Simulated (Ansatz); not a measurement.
Below is a relaxed structure of In3Cu. The cell was found from a structure generator's guess, not taken from experiment.

Computed with DFT PBE, scalar-relativistic, plane waves, PAW in Ansatz. Cutoff 420 eV, Γ-centred mesh, Gaussian smearing, no spin polarisation.

```
In Cu
1.0
    -2.93673    2.93673    2.93673
     2.93673   -2.93673    2.93673
     2.93673    2.93673   -2.93673
In Cu
3 1
Direct
  0.00000 0.50000 0.50000
  0.50000 0.00000 0.50000
  0.50000 0.50000 0.00000
  0.00000 0.00000 0.00000
```

Formation energies are uncorrected and refer to the elements' standard structures at the same level.

Task: Find its symmetry and describe it.

Result: Im-3m (No. 229). Conventional cell: a = 5.873 Å. In is surrounded by 2 Cu at 2.94 Å and 4 In at 2.94 Å; around Cu lie 6 In at 2.94 Å.

Task: How far does it lie from the elements in energy?

Result: +0.27 eV/atom. It can't be a ground state, since the elements alone are lower.

Task: Is it a metal?

Result: Yes, bands cross the Fermi level on the 12×12×12 mesh.

The last run used a 12×12×12 mesh for its 4-atom cell and Gaussian smearing of 0.10 eV. Symmetry constrained the relaxation, so the result can be a saddle point. Another cell of In3Cu relaxed alike, in P6_3/mmc (a Materials Project cell), lies 119 meV/atom lower, so this cell isn't the stable form at this level.
